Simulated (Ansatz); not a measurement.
Molecular dynamics on a 2×2×2 supercell (16 atoms) of SnSe (rocksalt), relaxed with r2SCAN. Forces come from r2SCAN in Ansatz 0.2.0: a Langevin thermostat at fixed volume, 200 K, steps of 3 fs. Classical nuclei, no spin polarisation; a few dozen steps show the first response, not equilibrium. The structure comes from a prototype and may be hypothetical.

```yaml
crystal:
  lattice:
    - [0.0, 6.0042263075, 6.0042263075]
    - [6.0042263075, 0.0, 6.0042263075]
    - [6.0042263075, 6.0042263075, 0.0]
  atoms:
    - { symbol: Sn, position: [0.0, 0.0, 0.0] }
    - { symbol: Se, position: [0.25, 0.25, 0.25] }
    - { symbol: Sn, position: [0.0, 0.0, 0.5] }
    - { symbol: Se, position: [0.25, 0.25, 0.75] }
    - { symbol: Sn, position: [0.0, 0.5, 0.0] }
    - { symbol: Se, position: [0.25, 0.75, 0.25] }
    - { symbol: Sn, position: [0.0, 0.5, 0.5] }
    - { symbol: Se, position: [0.25, 0.75, 0.75] }
    - { symbol: Sn, position: [0.5, 0.0, 0.0] }
    - { symbol: Se, position: [0.75, 0.25, 0.25] }
    - { symbol: Sn, position: [0.5, 0.0, 0.5] }
    - { symbol: Se, position: [0.75, 0.25, 0.75] }
    - { symbol: Sn, position: [0.5, 0.5, 0.0] }
    - { symbol: Se, position: [0.75, 0.75, 0.25] }
    - { symbol: Sn, position: [0.5, 0.5, 0.5] }
    - { symbol: Se, position: [0.75, 0.75, 0.75] }
kpoints:
  mp_grid: { grid: [2, 2, 2] }
hamiltonian:
  xc: r2scan
scf:
  occupations: { method: fermi_dirac, width: 0.02 }
md:
  ensemble: nvt_langevin
  temperature: 200
  timestep: 3.0
  n_steps: 40
  initial_velocities: maxwell_boltzmann
  seed: 1192
```

Command: `ansatz run input.yaml --threads 4 --pin off --max-ram 3686MiB --backend cpu --events-out ev --progress --plain --runs-dir out`. It ended after 7.6 min on 4 threads of Arm Neoverse N1, with other jobs on the host; peak host memory 2.9 GiB.

```csv
step,t (fs),T (K),free energy F from step 0 (meV/atom),kinetic energy (meV/atom),largest force (eV/Å)
0,0,188,0.0,24.2,0.00
1,3,184,0.1,23.8,0.04
2,6,190,0.3,24.6,0.09
3,9,197,0.6,25.4,0.14
4,12,205,1.1,26.5,0.18
5,15,214,1.8,27.6,0.23
6,18,195,2.5,25.3,0.27
7,21,188,3.4,24.3,0.31
8,24,178,4.2,23.1,0.34
9,27,172,5.2,22.2,0.37
10,30,186,6.2,24.0,0.40
11,33,157,7.3,20.3,0.43
12,36,142,8.3,18.4,0.45
13,39,149,9.3,19.3,0.46
14,42,149,10.1,19.2,0.49
```

The temperature starts at 188 K, is lowest at step 12 (142 K, 36 fs) and ends at 149 K. The thermostat hasn't had time to restore it. By the last step the atoms have moved 0.08 Å in the root mean square, the drift of the whole cell taken out, 0.14 Å at most. The job's limit cut the run after 14 of 40 steps.

Positions (Å) and forces (eV/Å) at step 14:
```
Sn  -0.052  -0.006  -0.060     0.320  -0.094  -0.047
Se   3.039   3.044   3.031    -0.247   0.012  -0.044
Sn   2.948   3.061   0.043     0.172  -0.385  -0.195
Se   6.132   6.056   2.986    -0.461   0.104   0.139
Sn   2.917  -0.015   3.045     0.337  -0.118  -0.233
Se   6.051   2.987   5.945    -0.089  -0.008   0.188
Sn   6.012   2.994   3.020     0.149  -0.127  -0.166
Se   8.923   5.965   6.047     0.125   0.155  -0.202
Sn   0.036   2.942   2.961    -0.088   0.131   0.186
Se   2.960   5.967   5.963    -0.059   0.083   0.110
Sn   3.026   5.969   3.000    -0.255   0.115   0.280
Se   5.996   8.948   5.996     0.183   0.187  -0.131
Sn   3.058   2.933   5.989    -0.275   0.312   0.127
Se   5.987   6.128   9.053     0.325  -0.252  -0.141
Sn   6.008   6.043   5.986    -0.238   0.007   0.065
Se   8.979   9.076   9.008     0.100  -0.121   0.066
```
